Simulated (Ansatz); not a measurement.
**ZnSe: relaxed-ion elastic tensor**

Level of theory: DFT PBE0, scalar-relativistic, plane waves, PAW in Ansatz 0.2.0. Cutoff 420 eV, 6×6×6 k-points (Γ-centred), fixed occupations. No spin polarisation.

The cell is fixed (symmetry leaves no force on the atoms) and stands under 0.0 GPa:
```
CELL_PARAMETERS angstrom
0.00000 2.84760 2.84760
2.84760 0.00000 2.84760
2.84760 2.84760 0.00000
ATOMIC_POSITIONS crystal
Zn 0.00000 0.00000 0.00000
Se 0.25000 0.25000 0.25000
```

The cell is the ideal cubic zincblende prototype.

(1) Give the relaxed-ion elastic constants (GPa, Voigt order xx yy zz yz xz xy, on the axes of the cell above).

(2) Is the crystal stable against homogeneous strain?

(3) And the moduli of a polycrystal (Hill averages)?

Results:

(1)
C11 = 88.0, C12 = 50.8, C13 = 50.8, C22 = 88.0, C23 = 50.8, C33 = 88.0, C44 = 40.1, C55 = 40.1, C66 = 40.1 GPa; the others vanish.

(2) Yes: the least eigenvalue of the tensor is 37.2 GPa.

(3) B = 63 GPa, G = 29 GPa, E = 76 GPa, ν = 0.30.

Cost: 1 run of about 100 core-minutes, on Intel Xeon Platinum 8259CL (Skylake/Cascade Lake) (shared hosts).